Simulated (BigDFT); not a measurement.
## Parameter sweep on the molecule C₆H₈O₂Se

```xyz
17

C     -1.4402     2.3104    -0.2702
O     -0.4757     1.3094    -0.4777
C     -0.6881    -0.0362    -0.2873
C     -1.8278    -0.6995     0.1285
C     -1.5453    -2.0498     0.1654
O     -0.3003    -2.2100    -0.2071
C      0.2483    -1.0335    -0.4864
Se     2.0516    -0.7491    -1.0736
C      3.2788    -0.4507     0.3671
H     -2.3112     1.9113     0.2962
H     -0.9712     3.1276     0.3326
H     -1.7808     2.8060    -1.2077
H     -2.7867    -0.2479     0.3850
H     -2.1893    -2.8786     0.4423
H      4.1362     0.1360    -0.0546
H      2.8318     0.1377     1.1929
H      3.7701    -1.3833     0.7544
```
Charge 0, spin multiplicity 1.

Base run A: PBE, Daubechies wavelet basis, HGH (Krack) norm-conserving potentials made for PBE, isolated boundary conditions in BigDFT, self-consistent single point.

Its settings: basis = Daubechies wavelets; dft.hgrids = 0.33 bohr; dft.rmult = 5 8; dft.ixc = 11; potentials = built-in HGH-K PBE; boundary_conditions = free; dft.gnrm_cv = 1e-04; dft.itermax = 80; dft.idsx = 6; dft.nrepmax = 3.

The grid can part forces that symmetry would make equal. Forces above 1 eV/Å remain at this geometry. The geometry comes from a cheaper method or was typed, in some cases with atoms then moved at random; it is not relaxed at this level, and the species need not be a known compound. A coarse multiplier of 5 or less cuts the tails of heavy atoms' orbitals, which raises levels.

ΔF is the free energy per atom less that of run A. 

| run | dft.rmult | ΔF (meV/atom) | largest force (eV/Å) | basis size |
|---|---|---|---|---|
| A | 5 8 | 0.00 | 3.275 | 281865 |
| B | 5 3 | 99.1 | 3.672 | 189703 |
| C | 5 4 | 20.9 | 3.008 | 199188 |
| D | 5 5 | 3.4 | 3.215 | 214231 |
| E | 5 6 | 0.46 | 3.264 | 233390 |
| F | 5 7 | 0.04 | 3.271 | 256175 |
| G | 5 10 | -0.01 | 3.275 | 343129 |
| H | 5 12 | -0.01 | 3.275 | 417924 |

Run B against A: The free energy goes up by 99.1 meV/atom and the largest force goes from 3.275 to 3.672 eV/Å.

Run D against A: The free energy rises by 3.4 meV/atom and the largest force goes from 3.275 to 3.215 eV/Å.
